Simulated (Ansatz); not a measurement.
PtS$_{2}$ (CdI2 type)

```
CELL_PARAMETERS angstrom
      3.58361     0.00000     0.00000
     -1.79180     3.10349     0.00000
      0.00000     0.00000     4.65640
ATOMIC_POSITIONS crystal
  Pt 0.00000 0.00000 0.00000
  S  0.66667 0.33333 0.25900
  S  0.33333 0.66667 0.74100
```

The slice is a (1 -1 0 0) plane (indices of the conventional cell) through the point (0.667, 0.333, 0.259) (fractional), spanned by u = [110] and v = [001] in vectors of this cell: u (3.58 Å) and v (4.66 Å, at 90° to u). It covers one period; positions are fractions (u, v).

Computed with PBE-D3(BJ) (plane waves to 420 eV, PAW, scalar-relativistic; Ansatz, a program for electronic structure). k mesh 15×15×10. Near the nuclei the fields are pseudised (PAW); where an atom keeps semicore shells as valence, they peak there. At this level the bands of PtS2 touch or barely overlap; measurements give the solid a gap. PtS2 is run without spin polarisation. PtS2 was relaxed with its symmetry unable to fall. Spin-orbit coupling is left out, though Pt is heavy.

Three fields on this plane, each scaled to ten steps between its own extremes (0 low, 9 high; the total valence density on a logarithmic scale, the potential cut 8 eV below its top; x marks points blanked near nuclei; v = 0 in the bottom row):

Map A
```
|xxxxxxx876555555678xxxxxx|
|xxxxxxx877665566778xxxxxx|
|xxxxxxx877666666778xxxxxx|
|xxxxxx98777777777789xxxxx|
|xxxxx9887788888877889xxxx|
|xxxx888778899998877888xxx|
|8887777778899998877777788|
|6666666778999999877666666|
|5555566778999999877665555|
|4444456678999999876654444|
|3333455678999999876554333|
|2223345678999999876543322|
|1112345678899998876543211|
|0012345678899998876543210|
|0011235678899998876532110|
|0001234567899998765432100|
|0001234567888888765432100|
|0001234567788887765432100|
|0001123456777777654321100|
|1111223455667766554322111|
|2222223345556655543322222|
|3333333334445544433333333|
|5554433333344443333334455|
|7666544333333333333445666|
|8887665432222222234566788|
|xxxx876533211112335678xxx|
|xxxxx8754321111234578xxxx|
|xxxxxx86542211224568xxxxx|
|xxxxxxx764322223467xxxxxx|
|xxxxxxx865432234568xxxxxx|
|xxxxxxx875433334578xxxxxx|
|xxxxxxx876544445678xxxxxx|
```

Map B
```
|xxxxxxx035667766530xxxxxx|
|xxxxxxx035555555530xxxxxx|
|xxxxxxx134444444431xxxxxx|
|xxxxxx02333222233320xxxxx|
|xxxxx0122210000122210xxxx|
|xxxx023321000000123320xxx|
|0002344320000000023443200|
|3445554310000000013455544|
|6666665310000000013566666|
|7777765420000000024567777|
|8888776431000000134677888|
|8888876531000000135678888|
|9998876542100001245678899|
|9998877543100001345778899|
|9999887643100001346788999|
|9999887653200002356788999|
|9999987653210012356789999|
|9999988754321123457889999|
|9999988765433334567889999|
|9999998876554455678899999|
|9999999887766667788999999|
|9999999988877778889999999|
|8888899999888888999998888|
|5667788999999999999887766|
|1234577899999999998775432|
|xxxx246789999999987642xxx|
|xxxxx0468899999988640xxxx|
|xxxxxx14789999998741xxxxx|
|xxxxxxx367899998763xxxxxx|
|xxxxxxx157889988751xxxxxx|
|xxxxxxx046788887640xxxxxx|
|xxxxxxx036778877630xxxxxx|
```

Map C
```
|xxxxxxx864221122468xxxxxx|
|xxxxxxx754222222457xxxxxx|
|xxxxxxx753222222357xxxxxx|
|xxxxxx76432233223467xxxxx|
|xxxxx7643223333223467xxxx|
|xxxx764322233332223467xxx|
|6665543222233332222345566|
|4443322222233332222223344|
|2222222222223322222222222|
|1111111222222222222111111|
|0000111223333333322111000|
|0000012233444444332210000|
|0000012334555555433210000|
|0000012345667766543210000|
|0000012356777777653210000|
|0000012356778877653210000|
|0000012356788887653210000|
|0000012356778877653210000|
|0000001345677776543100000|
|0000001235677776532100000|
|1100000124566665421000001|
|4321100012345543210001123|
|7664210001233332100012466|
|9987531100111111001135789|
|9999863110000000011368999|
|xxxx986310000000013689xxx|
|xxxxx9753100000013579xxxx|
|xxxxxx86420000002468xxxxx|
|xxxxxxx753100001357xxxxxx|
|xxxxxxx763110011367xxxxxx|
|xxxxxxx864211112468xxxxxx|
|xxxxxxx864211112468xxxxxx|
```

Assign the maps to these fields: electron localisation function (ELF); valence electron density; electrostatic potential energy of an electron, from the cell's mean.

A is the valence electron density; B is the electrostatic potential energy of an electron, from the cell's mean; C is the electron localisation function (ELF).
